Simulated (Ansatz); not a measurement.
Ni (fcc, Cu type)

```xyz
1
Lattice="0.0000 1.7316 1.7316 1.7316 0.0000 1.7316 1.7316 1.7316 0.0000" Properties=species:S:1:pos:R:3 pbc="T T T"
Ni     0.0000     0.0000     0.0000
```

The slice is a {111} plane (indices of the conventional cell) through the point (0.000, 0.000, 0.000) (fractional), spanned by u = [100] and v = [-1 2 0] in vectors of this cell: u (2.45 Å) and v (4.24 Å, at 90° to u). It covers one period; positions are fractions (u, v).

The numbers are results of PBEsol (plane waves to 420 eV, PAW, scalar-relativistic; Ansatz, a first-principles code), not measurements. k mesh 23×23×23. Inside the PAW spheres the values are not all-electron values, and peaks at nuclei hang on which shells count as valence. Ni was relaxed with its symmetry unable to fall. Relaxed Ni ends ferromagnetic. The PAW data are Ansatz's earlier set. Other magnetic orders were not checked, so this need not be the ground state.

Problem. What is the valence density on the shortest Ni–Ni line in this plane (2.45 Å), at its midpoint?

Solution. 0.34 e/Å³.

Problem. What is the ELF at the midpoint of the shortest Ni–Ni line in this plane (2.45 Å)?

Solution. 0.25.

Problem. Sketch the ELF of the down spins on this plane as a map.

Solution. 
```
|xxxxxx881100224422001177xxxx|
|xxxxxx330000224422000033xxxx|
|9977331100003355330000113377|
|1111000000225566552200000011|
|0000001133445544554433110000|
|1111334444331111113344443311|
|4455443311000000000011334455|
|6655220000001111110000002255|
|5533000011337799773311000033|
|4422000033xxxxxxxxxx33000022|
|4422001188xxxxxxxxxx77110022|
|4422001199xxxxxxxxxx99110022|
|4422001177xxxxxxxxxx88110022|
|4422000033xxxxxxxxxx33000022|
|5533000011337799773311000033|
|6655220000001111110000002255|
|4455443311000000000011334455|
|1111334444331111113344443311|
|0000001133445544554433110000|
|1111000000225566552200000011|
|9977331100003355330000113377|
|xxxxxx330000224422000033xxxx|
|xxxxxx771100224422001188xxxx|
|xxxxxx991100224422001199xxxx|
```
Scale: ten equal steps from 0.16 (start of '0') to 0.44 (end of '9'), in the order '0123456789'. Values: ELF of the down spins. The map has 14 points along u (two characters each, u = 0 at the left) and 24 along v (v = 0 in the bottom row). Points within 0.5 Å of a nucleus are blanked (x), as the pseudised field means little there.
